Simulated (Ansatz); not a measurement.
TiTe₂ (CdI2 type)

```yaml
crystal:
  lattice:
    - [3.78396, 0.00000, 0.00000]
    - [-1.89198, 3.27701, 0.00000]
    - [0.00000, 0.00000, 6.60161]
  atoms:
    - { symbol: Ti, position: [0.00000, 0.00000, 0.00000] }
    - { symbol: Te, position: [0.33333, 0.66667, 0.25685] }
    - { symbol: Te, position: [0.66667, 0.33333, 0.74315] }
```

The relaxed cell is deformed in two ways at once: its volume V is scaled, and at that volume it is stretched along z (the c axis of the conventional cell) so that c/a changes. Fractional atomic positions are held.

All values below come from r2SCAN+rVV10 (plane waves to 500 eV, PAW, scalar-relativistic; Ansatz, a program for electronic structure). k mesh 14×14×7 (Γ-centred), Fermi-Dirac smearing 0.05 eV. Energies are smeared free energies. As the atoms are clamped, bonds stretch with the cell, which overstates energies and stresses. With partly filled bands, the response to shear is sensitive to the k mesh, so small differences along c/a are uncertain. Spin-orbit coupling is left out, though Te is heavy. TiTe2 is run without spin polarisation. TiTe2 was relaxed with its symmetry unable to fall. ΔE is measured from the relaxed starting cell.

Q: What ΔE (kJ/mol of atoms) does the calculation give at all points of the grid V/V₀ = 0.920, 0.960, 1.000, 1.040, 1.080 by (c/a)/(c/a)₀ = 0.920, 0.960, 1.000, 1.040, 1.080?

A: ΔE (kJ/mol of atoms), with V/V₀ across and (c/a)/(c/a)₀ down:

| (c/a)/(c/a)₀ \ V/V₀ | 0.920 | 0.960 | 1.000 | 1.040 | 1.080 |
|---|---|---|---|---|---|
| 0.920 | 6.2 | 3.0 | 1.8 | 2.5 | 4.6 |
| 0.960 | 4.7 | 1.5 | 0.5 | 1.2 | 3.3 |
| 1.000 | 4.0 | 0.9 | 0.0 | 0.8 | 3.1 |
| 1.040 | 4.2 | 1.3 | 0.4 | 1.3 | 3.6 |
| 1.080 | 5.2 | 2.3 | 1.6 | 2.6 | 5.0 |

(A scan under strain: stresses follow from slopes of the energy per volume, elastic moduli from its curvatures.)
